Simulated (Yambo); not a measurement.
PdSO$_{4}$: sweep of GW parameters

G0W0@PBEsol for PdSO₄ (space group C2/c, No. 15) in Yambo. Reference settings: 2×2×2 Γ-centred k mesh, bands 9 to 278 and a 7 Ry block in the screening, 278 bands in G with the Bruneval-Gonze terminator, plasmon pole fitted at 27.2 eV. The PBEsol gap (-0.5, -0.5, 0) → (-0.5, -0.5, 0) on this mesh is 0.94 eV; G0W0 gaps are taken between the same points.

| change from the reference | G0W0 gap (-0.5, -0.5, 0) → (-0.5, -0.5, 0) (eV) | shift of the valence edge (eV) | rough Yambo cost |
|---|---|---|---|
| reference settings | 2.79 | -0.66 | 1 |
| 117 bands in W, 117 bands in G | 2.77 | -0.48 | about 1/3 |
| 117 bands in G | 2.80 | -0.64 | – |
| 140 bands in W | 2.76 | -0.54 | about 1/2 |
| 2 Ry block | 3.31 | -0.88 | within a factor of two |
| 6 Ry block | 2.79 | -0.65 | within a factor of two |
| pole fitted at 15 eV | 2.71 | -0.59 | – |
| no random integration | 2.76 | -0.56 | – |
| 2×2×1 mesh | 2.98 | -0.74 | about 1/3 |
| 117 bands in G, no terminator | 2.91 | -0.05 | – |
| 186 bands in G, no terminator | 2.84 | -0.29 | – |
| no terminator | 2.84 | -0.45 | – |

The reference isn't shown to be the converged limit. Costs are rough (shared machines), scaled to the same edge states, and given only for runs that recompute the screening.

Spin-orbit splittings are left out.

Geometry of the Materials Project entry, not relaxed at this level; primitive cell a = 4.913 Å, b = 4.913 Å, c = 7.778 Å, α = 98.14°, β = 98.14°, γ = 80.67°.

The structure is a Materials Project entry; no match was found in the copy of COD used, and its stability was not checked.

A shift is the quasiparticle energy of the state minus its PBEsol energy.
